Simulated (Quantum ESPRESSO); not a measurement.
# Zr2TaO5F3: one run as intended and one with a planted mistake

Simulated, not a measurement. The program is pw.x of Quantum ESPRESSO 7.5 (plane-wave density functional theory). The cell is made up: 11 atoms on a rutile lattice with one site empty, with randomly drawn elements, strain and displacements, not relaxed. PseudoDojo standard norm-conserving files (v0.5 for PBE, v0.4.1 for LDA and PBEsol) set the functional; there is no spin polarisation, spin-orbit coupling or dispersion term, and the masses in the input are unused placeholders.

Intended input:

```
&control calculation='scf', pseudo_dir='./dojo.nc.sr.pbe.v0_5.standard.upf', outdir='./o', disk_io='low', tprnfor=.true., tstress=.true. /
&system ibrav=0, nat=11, ntyp=4, nbnd=50, ecutwfc=84.00895049, nosym=.true., tot_charge=0,
 occupations='smearing', smearing='fd', degauss=0.0018374661
/
&electrons conv_thr=7.350e-09, electron_maxstep=60, /
ATOMIC_SPECIES
F 1.0 F.upf
O 1.0 O.upf
Ta 1.0 Ta.upf
Zr 1.0 Zr.upf
CELL_PARAMETERS angstrom
4.8752 0.033 -0.0171
0.033 4.8772 0.0136
-0.0229 0.0182 6.5126
ATOMIC_POSITIONS angstrom
Zr 0.0744 0.0862 -0.0498
Ta -0.0664 0.0515 3.1976
Zr 2.5284 2.3517 4.869
O 1.4672 1.5877 -0.0591
O 3.4213 3.3224 -0.1883
F 3.8443 1.0622 1.6091
O 1.0494 4.0265 1.5855
O 1.4227 1.5914 3.2358
O 3.4425 3.3546 3.3025
F 3.9137 0.9647 4.8726
F 0.896 3.9015 4.8216
K_POINTS automatic
5 5 4 1 1 1
```

The log is shortened where brackets say so; the opening notice, blank lines, dates and the lines on written files are dropped, and the path of the files is cut. It prints rydbergs, bohrs and kilobars, and counts compression as positive stress. Where no state is partly filled, the Fermi energy that it prints is only some level between the filled and the empty states on the mesh, and need not lie in the true gap.

Log of the intended run:

```
     Program PWSCF v.7.5
     Parallel version (MPI & OpenMP), running on       4 processor cores
     Number of MPI processes:                 4
     Threads/MPI process:                     1
     [start-up lines left out]
     bravais-lattice index     =            0
     lattice parameter (alat)  =       9.2131  a.u.
     unit-cell volume          =    1044.9255 (a.u.)^3
     number of atoms/cell      =           11
     number of atomic types    =            4
     number of electrons       =        88.00
     number of Kohn-Sham states=           50
     kinetic-energy cutoff     =      84.0090  Ry
     charge density cutoff     =     336.0358  Ry
     scf convergence threshold =      7.3E-09
     mixing beta               =       0.7000
     number of iterations used =            8  plain     mixing
     Exchange-correlation= PBE
                           (   1   4   3   4   0   0   0)
     [axes and pseudopotential details left out]
   Cartesian axes
     site n.     atom                  positions (alat units)
         1        Zr     tau(   1) = (   0.0152605   0.0176808  -0.0102147  )
         2        Ta     tau(   2) = (  -0.0136196   0.0105634   0.6558720  )
         3        Zr     tau(   3) = (   0.5186098   0.4823662   0.9986992  )
         4        O      tau(   4) = (   0.3009430   0.3256592  -0.0121222  )
         5        O      tau(   5) = (   0.7017559   0.6814702  -0.0386229  )
         6        F      tau(   6) = (   0.7885191   0.2178719   0.3300487  )
         7        O      tau(   7) = (   0.2152465   0.8258908   0.3252080  )
         8        O      tau(   8) = (   0.2918154   0.3264181   0.6637073  )
         9        O      tau(   9) = (   0.7061044   0.6880749   0.6773884  )
        10        F      tau(  10) = (   0.8027540   0.1978733   0.9994376  )
        11        F      tau(  11) = (   0.1837820   0.8002516   0.9889768  )
     number of k points=    50  Fermi-Dirac smearing, width (Ry)=  0.0018
                       cart. coord. in units 2pi/alat
        k(    1) = (   0.0996611   0.0990264   0.0936489), wk =   0.0400000
        k(    2) = (   0.1003211   0.0985001   0.2808030), wk =   0.0400000
     [further k points left out]
     Dense  grid:   108679 G-vectors     FFT dimensions: (  54,  54,  72)
     Estimated max dynamical RAM per process >     306.52 MB
     Estimated total dynamical RAM >       1.12 GB
     Initial potential from superposition of free atoms
     starting charge      87.9943, renormalised to      88.0000
     Starting wfcs are   62 randomized atomic wfcs
     total cpu time spent up to now is        7.1 secs
     per-process dynamical memory:   238.7 Mb
     Self-consistent Calculation
     iteration #  1     ecut=    84.01 Ry     beta= 0.70
     Davidson diagonalization with overlap
     ethr =  1.00E-02,  avg # of iterations =  2.0
     total cpu time spent up to now is       18.6 secs
     total energy              =    -643.84364225 Ry
     estimated scf accuracy    <       5.19941340 Ry
     iteration #  2     ecut=    84.01 Ry     beta= 0.70
     Davidson diagonalization with overlap
     ethr =  5.91E-03,  avg # of iterations =  6.8
     total cpu time spent up to now is       38.9 secs
     total energy              =    -638.25494082 Ry
     estimated scf accuracy    <      63.69395014 Ry
     [iterations 3 to 16 left out]
     iteration # 17     ecut=    84.01 Ry     beta= 0.70
     Davidson diagonalization with overlap
     ethr =  9.43E-11,  avg # of iterations =  5.0
     total cpu time spent up to now is      247.7 secs
     total energy              =    -646.76095927 Ry
     estimated scf accuracy    <       0.00000005 Ry
     iteration # 18     ecut=    84.01 Ry     beta= 0.70
     Davidson diagonalization with overlap
     ethr =  5.98E-11,  avg # of iterations =  2.7
     total cpu time spent up to now is      259.9 secs
     End of self-consistent calculation
     [lines on levels left out]
     the Fermi energy is     7.5246 ev
!    total energy              =    -646.76095927 Ry
     estimated scf accuracy    <          5.0E-09 Ry
     smearing contrib. (-TS)   =      -0.00000000 Ry
     internal energy E=F+TS    =    -646.76095927 Ry
     The total energy is F=E-TS. E is the sum of the following terms:
     one-electron contribution =    -251.03400248 Ry
     hartree contribution      =     165.96066116 Ry
     xc contribution           =    -144.04756475 Ry
     ewald contribution        =    -417.64005320 Ry
     convergence has been achieved in  18 iterations
     Forces acting on atoms (cartesian axes, Ry/au):
     atom    1 type  4   force =     0.08308246   -0.06614570    0.25259117
     atom    2 type  3   force =     0.10924661   -0.08873246   -0.30686809
     atom    3 type  4   force =    -0.09096375    0.11831710    0.03562019
     atom    4 type  2   force =    -0.07311725   -0.08731763   -0.06796648
     atom    5 type  2   force =     0.06357804    0.07878129   -0.04776923
     atom    6 type  1   force =     0.03910613   -0.04925622    0.03988154
     atom    7 type  2   force =    -0.14138705    0.11114528    0.08938733
     atom    8 type  2   force =    -0.12660726   -0.13877468    0.05648352
     atom    9 type  2   force =     0.11079560    0.14086536    0.02981128
     atom   10 type  1   force =     0.03255188   -0.05225420   -0.05362210
     atom   11 type  1   force =    -0.00628542    0.03337185   -0.02754913
     Total force =     0.607175     Total SCF correction =     0.000133
     Computing stress (Cartesian axis) and pressure
          total   stress  (Ry/bohr**3)                   (kbar)     P=      -69.92
  -0.00051435  -0.00110786   0.00016833          -75.66     -162.97       24.76
  -0.00110786  -0.00073683  -0.00008694         -162.97     -108.39      -12.79
   0.00016833  -0.00008694  -0.00017466           24.76      -12.79      -25.69
     init_run     :      6.49s CPU      6.92s WALL (       1 calls)
     electrons    :    251.11s CPU    252.88s WALL (       1 calls)
     forces       :      2.70s CPU      2.76s WALL (       1 calls)
     stress       :      9.03s CPU      9.36s WALL (       1 calls)
     [timing details left out]
     PWSCF        :   4m29.53s CPU   4m32.24s WALL
     JOB DONE.
```

A second run has one planted mistake: the files are those of another functional. The input lines that differ, file-writing options aside:

```
- &control calculation='scf', pseudo_dir='./dojo.nc.sr.pbe.v0_5.standard.upf', outdir='./o', disk_io='low', tprnfor=.true., tstress=.true. /
+ &control calculation='scf', pseudo_dir='./dojo.nc.sr.pbesol.v0_4_1.standard.upf', outdir='./o', disk_io='low', tprnfor=.true., tstress=.true. /
```

Its log:

```
     Program PWSCF v.7.5
     Parallel version (MPI & OpenMP), running on       4 processor cores
     Number of MPI processes:                 4
     Threads/MPI process:                     1
     [start-up lines left out]
     bravais-lattice index     =            0
     lattice parameter (alat)  =       9.2131  a.u.
     unit-cell volume          =    1044.9255 (a.u.)^3
     number of atoms/cell      =           11
     number of atomic types    =            4
     number of electrons       =        88.00
     number of Kohn-Sham states=           50
     kinetic-energy cutoff     =      84.0090  Ry
     charge density cutoff     =     336.0358  Ry
     scf convergence threshold =      7.3E-09
     mixing beta               =       0.7000
     number of iterations used =            8  plain     mixing
     Exchange-correlation= PBESOL
                           (   1   4  10   8   0   0   0)
     [axes and pseudopotential details left out]
   Cartesian axes
     site n.     atom                  positions (alat units)
         1        Zr     tau(   1) = (   0.0152605   0.0176808  -0.0102147  )
         2        Ta     tau(   2) = (  -0.0136196   0.0105634   0.6558720  )
         3        Zr     tau(   3) = (   0.5186098   0.4823662   0.9986992  )
         4        O      tau(   4) = (   0.3009430   0.3256592  -0.0121222  )
         5        O      tau(   5) = (   0.7017559   0.6814702  -0.0386229  )
         6        F      tau(   6) = (   0.7885191   0.2178719   0.3300487  )
         7        O      tau(   7) = (   0.2152465   0.8258908   0.3252080  )
         8        O      tau(   8) = (   0.2918154   0.3264181   0.6637073  )
         9        O      tau(   9) = (   0.7061044   0.6880749   0.6773884  )
        10        F      tau(  10) = (   0.8027540   0.1978733   0.9994376  )
        11        F      tau(  11) = (   0.1837820   0.8002516   0.9889768  )
     number of k points=    50  Fermi-Dirac smearing, width (Ry)=  0.0018
                       cart. coord. in units 2pi/alat
        k(    1) = (   0.0996611   0.0990264   0.0936489), wk =   0.0400000
        k(    2) = (   0.1003211   0.0985001   0.2808030), wk =   0.0400000
     [further k points left out]
     Dense  grid:   108679 G-vectors     FFT dimensions: (  54,  54,  72)
     Estimated max dynamical RAM per process >     306.52 MB
     Estimated total dynamical RAM >       1.12 GB
     Initial potential from superposition of free atoms
     starting charge      87.9948, renormalised to      88.0000
     Starting wfcs are   62 randomized atomic wfcs
     total cpu time spent up to now is       12.4 secs
     per-process dynamical memory:   238.6 Mb
     Self-consistent Calculation
     iteration #  1     ecut=    84.01 Ry     beta= 0.70
     Davidson diagonalization with overlap
     ethr =  1.00E-02,  avg # of iterations =  2.0
     total cpu time spent up to now is       32.4 secs
     total energy              =    -642.73948160 Ry
     estimated scf accuracy    <       4.89349000 Ry
     iteration #  2     ecut=    84.01 Ry     beta= 0.70
     Davidson diagonalization with overlap
     ethr =  5.56E-03,  avg # of iterations =  6.8
     total cpu time spent up to now is       58.4 secs
     total energy              =    -637.26209191 Ry
     estimated scf accuracy    <      62.13155006 Ry
     [iterations 3 to 16 left out]
     iteration # 17     ecut=    84.01 Ry     beta= 0.70
     Davidson diagonalization with overlap
     ethr =  1.02E-10,  avg # of iterations =  2.0
     total cpu time spent up to now is      338.8 secs
     total energy              =    -645.50641990 Ry
     estimated scf accuracy    <       0.00000005 Ry
     iteration # 18     ecut=    84.01 Ry     beta= 0.70
     Davidson diagonalization with overlap
     ethr =  5.14E-11,  avg # of iterations =  3.1
     total cpu time spent up to now is      358.6 secs
     End of self-consistent calculation
     [lines on levels left out]
     the Fermi energy is     7.3807 ev
!    total energy              =    -645.50641991 Ry
     estimated scf accuracy    <          1.5E-09 Ry
     smearing contrib. (-TS)   =      -0.00000000 Ry
     internal energy E=F+TS    =    -645.50641991 Ry
     The total energy is F=E-TS. E is the sum of the following terms:
     one-electron contribution =    -250.89323830 Ry
     hartree contribution      =     165.13807169 Ry
     xc contribution           =    -142.11120010 Ry
     ewald contribution        =    -417.64005320 Ry
     convergence has been achieved in  18 iterations
     Forces acting on atoms (cartesian axes, Ry/au):
     atom    1 type  4   force =     0.08230208   -0.06466158    0.24716506
     atom    2 type  3   force =     0.10807798   -0.08716119   -0.30233392
     atom    3 type  4   force =    -0.08794259    0.11567604    0.03543124
     atom    4 type  2   force =    -0.07289896   -0.08782930   -0.07277408
     atom    5 type  2   force =     0.06258494    0.07697385   -0.05318001
     atom    6 type  1   force =     0.04670254   -0.05587418    0.04253250
     atom    7 type  2   force =    -0.14760217    0.11700235    0.08971830
     atom    8 type  2   force =    -0.12732199   -0.13979606    0.06089736
     atom    9 type  2   force =     0.11178408    0.14145007    0.03486359
     atom   10 type  1   force =     0.03389064   -0.05228506   -0.05388996
     atom   11 type  1   force =    -0.00957655    0.03650506   -0.02843008
     Total force =     0.607397     Total SCF correction =     0.000092
     Computing stress (Cartesian axis) and pressure
          total   stress  (Ry/bohr**3)                   (kbar)     P=     -116.86
  -0.00081618  -0.00109953   0.00016526         -120.06     -161.75       24.31
  -0.00109953  -0.00103811  -0.00008159         -161.75     -152.71      -12.00
   0.00016526  -0.00008159  -0.00052894           24.31      -12.00      -77.81
     init_run     :     11.56s CPU     12.19s WALL (       1 calls)
     electrons    :    344.20s CPU    346.28s WALL (       1 calls)
     forces       :      3.69s CPU      3.76s WALL (       1 calls)
     stress       :     11.27s CPU     11.67s WALL (       1 calls)
     [timing details left out]
     PWSCF        :   6m11.00s CPU   6m14.35s WALL
     JOB DONE.
```

```
                                            intended run  run with the mistake
                          free energy (eV)     -8799.631             -8782.562
                    smearing term -TS (eV)        0.0000                0.0000
                            pressure (GPa)         -6.99                -11.69
            largest force component (eV/Å)         7.890                 7.773
largest change of a force component (eV/Å)                               0.195
                                iterations            18                    18
```

For scale, a rerun of the intended cell at 1467 eV and a 7 x 7 x 6 mesh moved values by no more than 0.004 eV in energy, 0.03 GPa in stress and 0.003 eV/Å in force. Files of another functional have another zero of energy, so the energy change says nothing on stability.